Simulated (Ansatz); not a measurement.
Level: r2SCAN, no spin polarisation; 500 eV; 6×6×6 Γ-centred mesh; fermi-dirac occupations (width 0.1 eV); Ansatz 0.2.0, fixed geometry.

Computed maps in the lattice plane spanned by a (left to right, 6.89 Å, 21 points from zero) and b (bottom to top, 6.89 Å, 21 points from zero), 60° apart, at height 0.750 along c. The fields are smooth PAW ones with compensation charges, not the true ones near nuclei.

Valence density. Digits on a logarithmic scale: 0 up to 0.03 e/Å³, each further digit a factor of 1.6, 9 from 1.3 e/Å³ up:
```
433211136885588655565
543210124788688755566
543211013578888754555
554432112457887654445
455554322345666543334
456776543345554432223
467888764455554321112
357888876555654321001
257874787555665432101
236885588655555443221
224688888654455555443
433468888653344566665
643346776543223567887
864334455432112468888
886433333321112358866
787533333321101247873
788643334443211235788
888643345665432234678
777543356787653334467
565432357888875444455
444322247886887545555
```

ELF. Ten even steps from '0' (0.00) to '9' (0.87):
```
321100048940049733443
331000026992029942344
332100002799779952344
322221001258999962233
235665211123678752122
258998731232234431001
379999973233332110001
379822896234443210000
279900089423443310000
048940049733443322210
005995259842333234653
400489999952222358998
850037899862111379999
984002456541001489847
498200011110000379600
089510000000000269900
069720012332100037981
899830136887620013799
999830158999972112358
677620169977996223324
233310169920299423333
```

Q: The cell is Sn₂Br₃. Which atoms lie within 0.2 Å of this plane, and where (fractions of a and b)?

A: Br at (0.55, 0.95), Br at (0.25, 0.55), Br at (0.95, 0.25). The whole cell:
```
CELL_PARAMETERS angstrom
3.44595 5.96855 0.00000
-3.44595 5.96855 0.00000
0.00000 -3.97904 6.07505
ATOMIC_POSITIONS crystal
Sn 0.35731 0.35731 0.07193
Sn 0.14269 0.14269 0.42807
Sn 0.64269 0.64269 0.92807
Sn 0.85731 0.85731 0.57193
Br 0.54800 0.95200 0.75000
Br 0.25000 0.54800 0.75000
Br 0.95200 0.25000 0.75000
Br 0.45200 0.04800 0.25000
Br 0.75000 0.45200 0.25000
Br 0.04800 0.75000 0.25000
```

Origin: a known structure type with other elements, at an estimated volume, so it need not be a known compound. Caveats: many states at the Fermi level without spin polarisation, so a magnetic state may lie lower; atoms or cell far from equilibrium.
